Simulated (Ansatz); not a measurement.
# Data sheet: GaAs (DFT)

GaAs:
```
GaAs
1.0
    4.01819     0.00000     0.00000
   -2.00910     3.47986     0.00000
    0.00000     0.00000     8.78127
Ga As
3 3
Direct
  0.50022   0.00000   0.66667
  0.00000   0.50022   0.33333
  0.49978   0.49978   0.00000
  0.50012   0.00000   0.16667
  0.00000   0.50012   0.83333
  0.49988   0.49988   0.50000
```

Space group P6_222 (No. 180); conventional cell a = b = 4.018 Å, c = 8.781 Å, α = β = 90.00°, γ = 120.00°.

Method: the program Ansatz at the PBEsol level (PAW). Geometry: relaxed at this level of theory. Other levels are named where they apply.

### Cell and energy

```
Property                                                       Value
-----------------------------------------------------  -------------
Volume per atom                                             20.46 Å³
Density                                                   5.87 g/cm³
Formation energy from the elements (no fitted shifts)  -0.15 eV/atom
```

### Electronic structure

```
Quantity                                                                                                    Value
------------------------------------  ---------------------------------------------------------------------------
Electronic character                  no gap, with almost no states at the Fermi level (zero-gap or semimetallic)
Density of states at the Fermi level                                 0.01 states/eV per atom (mean over ±0.08 eV)
Gap with spin–orbit coupling                                                                      none (metallic)
```

### Mechanics

```
Item                                  Result
----------------------------------  --------
Bulk modulus (Birch–Murnaghan fit)  73.9 GPa
Pressure derivative B′                   4.7
```

### Phonons

```
Property                                        Value
-----------------------------  ----------------------
Highest zone-centre frequency                277 cm⁻¹
Zone-centre stability          no imaginary mode at Γ
```

The start of the workflow was typed in or built on a structure type; neither database checked (COD, Materials Project) lists it. It is not the phase usual at ambient conditions (space group No. 216). The cell was relaxed with PBEsol under the symmetry of its start. As this level gives no gap, phonon frequencies hold no LO–TO term and depend on the k-mesh and smearing (Fermi–Dirac, 0.1 eV here). Point labels and valley counts follow the cell and symmetry of the run, lower than the named group. The references are the lowest solids computed at this level, not always the standard phases. Spin–orbit coupling is left out wherever it is not named.

Potentials: the later of the program's two PAW sets.
